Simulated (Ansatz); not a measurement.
**How much do the gradients of SiO2 depend on the method?**

Cell: a structure deposited in the COD (the cell was measured well above room temperature), its atoms then relaxed with PBE in this cell.

Space group P4_12_12 (No. 92); a = 4.9877, c = 6.9697 Å.

| site | Wyckoff | site symmetry | x | y | z |
| --- | --- | --- | --- | --- | --- |
| Si | 4a | ..2 | 0.3034 | 0.3034 | 0.0000 |
| O | 8b | 1 | 0.2376 | 0.1129 | 0.1833 |

One atom of each set is listed.

First run. All values are calculated (Ansatz; DFT, PBE, plane waves and PAW, scalar-relativistic, 420 eV cutoff, Γ-centred 5×5×4 k-points, Fermi–Dirac smearing 0.02 eV), not measured.

```
site  V_zz (10²¹ V/m²)     η
  Si             -0.37  0.76
   O              9.52  0.18
```

Second run. The same atoms and settings, except that the functional is r2SCAN and the cutoff is 500 eV.

Task: Given the first result, estimate the second.

Result: 

```json
{"site": "Si", "V_zz": "-0.37", "η": "0.70", "change of V_zz": "0.00"}
{"site": "O", "V_zz": "9.40", "η": "0.18", "change of V_zz": "-0.12"}
```

The largest change of V_zz is on O, from 9.52 to 9.40. In per cent, |V_zz| changes by -1 on O (all sites that start above 0.5).

For the second run: The largest force is 0.3 eV/Å, so the atoms aren't at the calculated equilibrium and relaxing them would move these values.
